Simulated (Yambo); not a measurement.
Given:

```
CaHI
1.0
    3.97973     0.00000     0.00000
    0.00000     3.97973     0.00000
    0.00000     0.00000     8.59084
H Ca I
2 2 2
Direct
  0.50000   0.50000   0.00000
  0.00000   0.00000   0.00000
  0.00000   0.50000   0.13827
  0.50000   0.00000   0.86173
  0.00000   0.50000   0.67974
  0.50000   0.00000   0.32026
```

Workflow: PBEsol (Quantum ESPRESSO, PseudoDojo norm-conserving, 72 Ry, no spin-orbit coupling), then G0W0 in Yambo (4×4×1 Γ-centred k mesh, 269 bands and a 8 Ry block in the screening, 269 bands in G with the Bruneval-Gonze terminator, plasmon pole fitted at 27.2 eV).

Task: Give the PBEsol and G0W0 gaps between the band edges found on this mesh, and say where the edges lie.

Result: Edges: (0, 0.25, 0) → M. PBEsol: 3.45 eV; G0W0: 5.11 eV. The mesh misses an edge: along a dense path the PBEsol gap is 2.92 eV. Nearest settings tried, and what they do to the gap: 3 Ry block (85 vectors against 363): -301 meV. Not varied: bands in G, bands in W, mesh. So the settings aren't converged at that level. The k mesh is coarse. Spin-orbit coupling is left out, which matters for elements this heavy: edges can move by tenths of an eV.

Geometry relaxed with PBE+D3(BJ).
